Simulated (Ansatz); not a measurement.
# Data sheet: TaAl (DFT)

TaAl:
Space group Fm-3m (No. 225); a = b = c = 5.2547 Å, α = β = γ = 90.00°

```csv
atom,site,symmetry,x,y,z
Ta,4a,m-3m,0.0000,0.0000,0.0000
Al,4b,m-3m,0.5000,0.5000,0.5000
```
(The calculation used a cell of 2 atoms; values per cell refer to that cell.)

Space group Fm-3m (No. 225), rock salt; conventional cell a = b = c = 5.255 Å, α = β = γ = 90.00°.

Method: DFT-r²SCAN in the program Ansatz with PAW potentials. Structure relaxed to zero pressure with the same functional. Other levels are named where they apply.

Cell and energy:

```
Quantity                                                     Result
-----------------------------------------------------  ------------
Volume per atom                                            18.14 Å³
Density                                                  9.52 g/cm³
Formation energy from the elements (no fitted shifts)  0.49 eV/atom
```

Electronic structure:

```
Property                                                                     Value
------------------------------------  --------------------------------------------
Electronic character                                             metallic (no gap)
Density of states at the Fermi level  0.33 states/eV per atom (mean over ±0.08 eV)
Gap with spin–orbit coupling                                       none (metallic)
```

Mechanics:

```
Quantity                                                                Value
-------------------------------------  --------------------------------------
Bulk modulus (Birch–Murnaghan fit)                                    128 GPa
Pressure derivative B′                                                    3.9
Elastic constants (relaxed ions, GPa)       C11 = 336, C12 = 25.0, C44 = -4.1
Mechanical stability                   unstable (C has a negative eigenvalue)
```

Charges:

```
Property                      Value
-------------  --------------------
Bader charges  Ta -0.55, Al +0.55 e
```

The start of the workflow was typed in or built on a structure type; neither database checked (COD, Materials Project) lists it. Whether it is the stable phase at ambient conditions was not checked. The cell was relaxed with r²SCAN under the symmetry of its start. The run is not spin-polarised. Its formation energy is positive at this level, so the cell may be metastable or incomplete. As this level gives no gap, shear constants depend on the k-mesh and smearing (Fermi–Dirac, 0.1 eV here). The references are the lowest solids computed at this level, not always the standard phases. Spin–orbit coupling is left out wherever it is not named.

Potentials: the later of the program's two PAW sets.
